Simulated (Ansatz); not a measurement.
**How far is PAW off for TiAl?**

```xyz
2
Lattice="2.8657 0.0000 0.0000 0.0000 2.8657 0.0000 0.0000 0.0000 4.0591" Properties=species:S:1:pos:R:3 pbc="T T T"
Ti    0.0000    0.0000    0.0000
Al    1.4328    1.4328    2.0295
```

Atoms are numbered in the order listed.

The cell comes from COD entry 1532769, which wasn't checked; take it as a given geometry. The listed cell was then made from it by scaling, straining or moving an atom.

Spin polarisation is left out, and whether a magnetic state lies lower isn't shown here.

Methods: DFT, PBEsol, PAW with Ansatz's default frozen-core files, scalar-relativistic (Ansatz 0.2.0); DFT, PBEsol, all-electron PAW with datasets made for the crystal, scalar-relativistic (Ansatz 0.2.0); DFT, PBEsol, all-electron LAPW, scalar-relativistic (Ansatz 0.2.0).

For PAW: a Γ-centred 12×12×8 k mesh, Fermi–Dirac smearing of 0.05 eV, cutoff 420 eV, no spin polarisation; the PAW files were made with PBE, and the program remakes their frozen cores for this functional. The crystal-made all-electron datasets (AE datasets) take a cutoff of 220 eV at this cell. LAPW targets a basis error of 1 meV/atom. The Ansatz runs share mesh, smearing and spin set-up. Plane-wave (PAW) pressures include the program's estimate of the Pulay term.

Stress and pressure are positive in compression.

The change that made this cell: equal xx and yy strain of +1 %.

In a metal, gradients converge slowly with the k mesh: the values move by tens of per cent from one mesh to another, at times in sign, so only the comparison on one mesh counts.

| quantity | PAW | AE datasets | LAPW |
| --- | --- | --- | --- |
| pressure (GPa) | -5.96 | -5.98 | -5.98 |
| stress xx (GPa) | -6.41 | -6.44 | -6.44 |
| stress zz (GPa) | -5.04 | -5.06 | -5.07 |
| field gradient Vzz at Ti1 (10²¹ V/m²) | 2.61 | 2.72 | – |
| field gradient Vzz at Al2 (10²¹ V/m²) | -2.25 | -2.28 | – |

PAW's pressure differs from the LAPW value by +0.03 GPa.
